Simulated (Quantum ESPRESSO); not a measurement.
# Moving one atom in AlSi6P

These are calculations, not measurements. They come from pw.x of Quantum ESPRESSO 7.5, a plane-wave density functional program, with PseudoDojo standard norm-conserving files (v0.5 for PBE, v0.4.1 for LDA and PBEsol). The cells are made up: elements, strain and atom displacements were drawn at random, and nothing was relaxed. There is no spin polarisation, spin-orbit coupling or dispersion term.

The cell has 8 sites of a zincblende or diamond lattice. Sites 1 to 4 hold Al Si P Si; sites 5 to 8 hold Si Si Si Si. Cell vectors in Å: (5.386, -0.003, 0.060); (-0.003, 5.459, 0.065); (0.060, 0.065, 5.278). Settings: PBE, cutoff 599 eV, 6 x 6 x 6 k mesh shifted by half a step, Fermi-Dirac smearing of 0.1 eV.

Each run shifts the Si atom on site 8 along x and leaves all else fixed. Site 2 is one of its nearest neighbours. E is the free energy of the cell above the lowest run shown.

```
run,shift (Å),Fx on site 8 (eV/Å),Fx on site 2 (eV/Å),P (GPa),E (meV)
1,-0.1321,1.482,0.252,6.96,71.1
2,-0.0657,0.594,0.439,6.98,2.0
4,0.0170,-0.550,0.700,7.14,0.0
5,0.0344,-0.793,0.759,7.19,11.7
6,0.1094,-1.836,1.022,7.48,110.4
7,0.1377,-2.224,1.125,7.61,167.8
3,-0.0300,?,?,?,?
```

A rerun of one of these cells at 838 eV and k mesh 8 x 8 x 8 moved values by no more than 0.002 eV in the cell's energy, 0.02 GPa in stress and 0.004 eV/Å in force.

## Worked fit

A parabola through the six runs shown gives Fx on site 8 = -0.314 - 13.76 u - 1.0 u² eV/Å, with u in Å and a scatter of 0.007 eV/Å. Minus the slope, 13.76 ± 0.17 eV/Å², is this atom's force constant along x at u = 0, with its periodic images moving too. The fitted force vanishes at u = -0.023 Å, where the energy should be lowest along this line. The error is the larger of the fit's own and the change that a cubic makes, rounded up.

## Withheld run

Question: what Fx on site 8 should run 3 give?

The fit gives 0.098 eV/Å. The calculation gave 0.103 eV/Å.

```
run  shift (Å)  Fx on site 8 (eV/Å)  Fx on site 2 (eV/Å)  P (GPa)  E (meV)
  3    -0.0300                0.103                0.548     7.03    -10.5
```